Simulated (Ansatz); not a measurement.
W:
```cif
data_W6
_chemical_formula_sum 'W6'
_space_group_name_H-M_alt 'P 1'
_space_group_IT_number 1
_cell_length_a 5.22446
_cell_length_b 5.22446
_cell_length_c 5.22446
_cell_angle_alpha 60.000
_cell_angle_beta 60.000
_cell_angle_gamma 60.000
loop_
_space_group_symop_operation_xyz
  'x, y, z'
loop_
_atom_site_label
_atom_site_type_symbol
_atom_site_fract_x
_atom_site_fract_y
_atom_site_fract_z
_atom_site_occupancy
W1 W 0.75000 0.75000 0.75000 1
W2 W 0.50000 0.50000 0.50000 1
W3 W 0.12500 0.62500 0.12500 1
W4 W 0.12500 0.12500 0.12500 1
W5 W 0.62500 0.12500 0.12500 1
W6 W 0.12500 0.12500 0.62500 1
```

This is the PBE-relaxed structure.

Task: All from DFT-PBE in the program Ansatz with PAW potentials, unless another level is named. Give the density of states at the Fermi level.

Result: 1.6 states/eV per atom (mean over ±0.08 eV).

Task: Predict the gap with spin–orbit coupling.

Result: none (metallic).

Space group Fd-3m. The start of the workflow was typed in or built on a structure type; neither database checked (COD, Materials Project) lists it. It is not the phase usual at ambient conditions (space group No. 229). The PBE relaxation kept the symmetry of its start; whether a distortion lowers the energy is not shown. No spin polarisation was allowed. Spin–orbit coupling is left out wherever it is not named.

Potentials: the earlier of the program's two PAW sets.
